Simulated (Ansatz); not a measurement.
# Computed properties of AgI

AgI:
```
AgI
1.0
    4.32688     0.00000     0.00000
   -2.16344     3.74719     0.00000
    0.00000     0.00000    14.38143
Ag I
4 4
Direct
  0.00000   0.00000   0.32363
  0.00000   0.00000   0.82363
  0.66667   0.33333   0.42655
  0.33333   0.66667   0.92655
  0.00000   0.00000   0.01800
  0.00000   0.00000   0.51800
  0.66667   0.33333   0.23181
  0.33333   0.66667   0.73181
```

Space group P6_3mc (No. 186); conventional cell a = b = 4.3269 Å, c = 14.3814 Å, α = β = 90.00°, γ = 120.00°.

Method: LDA (plane waves, PAW; program Ansatz). Geometry: relaxed at this level of theory. Other levels are named where they apply.

### Cell and energy

Volume per atom: 29.15 Å³
Density: 6.69 g/cm³
Formation energy from the elements (no fitted shifts): -0.17 eV/atom

### Electronic structure

* **Band gap**: 1.25 eV (direct)
* **Valence-band maximum**: at Γ
* **Conduction-band minimum**: at Γ
* **Electron effective mass**: 0.15, 0.20, 0.20 mₑ (principal values)
* **Hole effective mass, band 1 of 2 at the edge**: 5.5 along x, 1.7 along z (mₑ)
* **Hole effective mass, band 2 of 2 at the edge**: 0.19 along x, 1.7 along z (mₑ)

### Mechanics

- Bulk modulus (Birch–Murnaghan fit): 216 kbar
- Pressure derivative B′: 11.4
- Elastic constants (relaxed ions, GPa): C11 = 44.0, C12 = 28.6, C13 = 11.7, C33 = 31.5, C44 = 7.2
- Mechanical stability: stable (all eigenvalues of C positive)
- Hill bulk and shear moduli: 23.7 and 8.6 GPa
- Young's modulus: 22.9 GPa
- Poisson's ratio: 0.34
- Debye temperature from the elastic constants: 123 K
- Piezoelectric stress constants (proper, relaxed ions, C/m²): e15 = e24 = -0.03, e33 = -0.04

### Phonons

- Highest zone-centre frequency (without LO–TO term): 141 cm⁻¹
- Zone-centre stability: no imaginary mode at Γ
- Dynamical stability on the path: stable (no imaginary branch)
- Zero-point energy: 15.4 meV/atom
- Vibrational entropy at 300 K: 51.8 J/(K·mol of atoms)

The first step of the workflow began from a Materials Project structure, measured or hypothetical. Its sites differ from those of the usual phase in this space group: another stacking or structure type. The LDA relaxation kept the symmetry of its start. The run is not spin-polarised. A crystal of weakly bound layers computed without a dispersion correction: the cell and the soft elastic constants depend strongly on that. Signs of piezoelectric constants follow the polarity of the cell as given. The references are the lowest solids computed at this level, not always the standard phases. Scalar-relativistic: spin–orbit coupling is off unless named, which matters more the heavier the elements.

Potentials: the earlier of the program's two PAW sets. The files were generated under PBE; for other functionals the program regenerates the frozen cores, and for LDA and PBEsol the local potential too.
